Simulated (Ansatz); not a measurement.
Input:

Bi:
```
CELL_PARAMETERS angstrom
      2.26642     1.30852     3.88637
     -2.26642     1.30852     3.88637
      0.00000    -2.61704     3.88637
ATOMIC_POSITIONS crystal
  Bi 0.23706 0.23706 0.23706
  Bi 0.76294 0.76294 0.76294
```

This is the PBE+D3(BJ)-relaxed structure. x, y and z are the axes in which the lattice vectors are written.

**Question.** All from the program Ansatz at the PBE+D3(BJ) level (PAW), unless another level is named. Predict the Debye temperature from the elastic constants.

**Answer.** 122 K.

**Question.** Predict the elastic constants (relaxed ions, GPa).

**Answer.** C11 = 71.7, C12 = 30.1, C13 = 27.9, C14 = -8.2, C33 = 41.9, C44 = 13.7.

Space group R-3m (A7 (α-As type)). The PBE+D3(BJ) relaxation kept the symmetry of its start. The pairwise dispersion correction was not fitted to metals. As this level gives no gap, shear constants depend on the k-mesh and smearing (Fermi–Dirac, 0.1 eV here). Scalar-relativistic: spin–orbit coupling is off unless named, which matters more the heavier the elements.

Potentials: the later of the program's two PAW sets.
